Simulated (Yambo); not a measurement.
BSE-type run in Yambo on SnO2 (rutile, space group P4_2/mnm, No. 136), at zero momentum.

Quantum ESPRESSO step (PBE, PseudoDojo standard norm-conserving files, scalar-relativistic):
```
&CONTROL
  calculation = 'nscf'
  pseudo_dir = './pseudo'
  outdir = './out'
/
&SYSTEM
  ibrav = 0
  nat = 6
  ntyp = 2
  ecutwfc = 84.0
  ecutrho = 336.0
  occupations = 'fixed'
  force_symmorphic = .true.
  nbnd = 57
/
&ELECTRONS
  conv_thr = 6.000000000000001e-09
  diago_full_acc = .true.
  diago_thr_init = 1e-08
/
ATOMIC_SPECIES
O 15.9990 O.upf
Sn 118.7100 Sn.upf
CELL_PARAMETERS angstrom
  4.766469775000   0.000000000000   0.000000000000
  0.000000000000   4.766469775000   0.000000000000
  0.000000000000   0.000000000000   3.211787820000
ATOMIC_POSITIONS crystal
O   0.193682251900   0.806317748100   0.500000000000
O   0.806317748100   0.193682251900   0.500000000000
O   0.693682251900   0.693682251900   0.000000000000
O   0.306317748100   0.306317748100   0.000000000000
Sn   0.500000000000   0.500000000000   0.500000000000
Sn   0.000000000000   0.000000000000   0.000000000000
K_POINTS automatic
6 6 8 0 0 0
```

Yambo input:
```
rim_cut
optics
bse
bss
dipoles
em1s
RandQpts= 1000000
RandGvec= 1 Ry
FFTGvecs= 40 Ry
Chimod= "HARTREE"
BSKmod= "SEX"
BSEmod= "resonant"
BSSmod= "hs"
BSENGexx= 15 Ry
BSENGBlk= 3 Ry
% KfnQP_E
 1.372 | 1.0 | 1.0 |
%
% BSEQptR
 1 | 1 |
%
% BSEBands
 16 | 28 |
%
% BEnRange
 0.0 | 8.6 | eV
%
% BDmRange
 0.15 | 0.15 | eV
%
BEnSteps= 172
% BLongDir
 1.0 | 0.0 | 0.0 |
%
BSHayTrs= -0.02
BSSNEig= 24
WRbsWF
% BndsRnXs
 1 | 53 |
%
NGsBlkXs= 3 Ry
% LongDrXs
 1.0 | 1.0 | 1.0 |
%
```

From the report:

The dimension is k points × valence × conduction bands = 288 × 11 × 2 = 6336.
```
   [SLEPC] Approach                          : Krylov-Schur
   [SLEPC] Number of requested eigenvalues   :  24
   [SLEPC] Number of eigenvalues        [NEV]:  24
    [K] Dimension                                    :   6336
    [K] Bands                                        :  16  28
    [K] Exchange res                                 : yes
    [K] Correlation res                              : yes
    [K] W interaction is bare                        : no
    [K] RL vectors exchange                          :   503
    [K] RL vectors correlation                       :   47
    [W] Matrix size                                  :   47
    [W] Bands                                        :    1   53
    [W] Coulomb Cutoff                               : none
    [W] Hxc Kernel                                   : HARTREE
```

Bands and orbitals come from the standard potentials; the scissor and the G0W0 gaps come from a run at the same geometry on the stringent ones, which hold whole semicore shells in the valence.

Spin-orbit coupling is not included.

Geometry relaxed with PBEsol.
